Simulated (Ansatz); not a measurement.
Ga$_{2}$O$_{3}$:
```cif
data_Ga6O9
_chemical_formula_sum 'Ga6 O9'
_space_group_name_H-M_alt 'R-3m :H'
_space_group_IT_number 166
_space_group_name_Hall '-R 3 2"'
_cell_length_a 2.96224
_cell_length_b 2.96224
_cell_length_c 20.62131
_cell_angle_alpha 90.000
_cell_angle_beta 90.000
_cell_angle_gamma 120.000
loop_
_atom_site_label
_atom_site_type_symbol
_atom_site_symmetry_multiplicity
_atom_site_Wyckoff_symbol
_atom_site_fract_x
_atom_site_fract_y
_atom_site_fract_z
_atom_site_occupancy
Ga1 Ga 6 c 0.00000 0.00000 0.40029 1
O1 O 3 a 0.00000 0.00000 0.00000 1
O2 O 6 c 0.00000 0.00000 0.23134 1
```
(The calculation used a cell of 5 atoms; values per cell refer to that cell.)

Relaxed with LDA.

### Question
Give the optical modes at the zone centre with their infrared activity from DFPT, the program Ansatz at the LDA level (PAW).

### Answer
Transverse frequencies, without the LO–TO term; a row sums one degenerate level.

```csv
ω (cm⁻¹),degeneracy,IR ((D/Å)²/amu),activity,symmetry
78i,2,25.24,IR,Eu
71,2,0.00,IR-inactive,Eg
213,1,0.00,IR-inactive,A1g
406,1,11.80,IR,A2u
543,1,0.00,IR-inactive,A1g
549,1,0.36,IR,A2u
560,2,33.95,IR,Eu
565,2,0.00,IR-inactive,Eg
```

### Question
How high does the top mode go among those that the LO–TO term moves?

### Answer
720 cm⁻¹ for q along x, 720 cm⁻¹ for q along y, 577 cm⁻¹ for q along z.

A made-up cell: these elements were put on the sites of a structure type; neither database checked (COD, Materials Project) lists it. It is not the phase usual at ambient conditions (space group No. 12, 167). The LDA relaxation kept the symmetry of its start. At this level the phase is dynamically unstable (imaginary phonons). A crystal of weakly bound layers computed without a dispersion correction: the cell and the soft elastic constants depend strongly on that.

Potentials: the later of the program's two PAW sets.
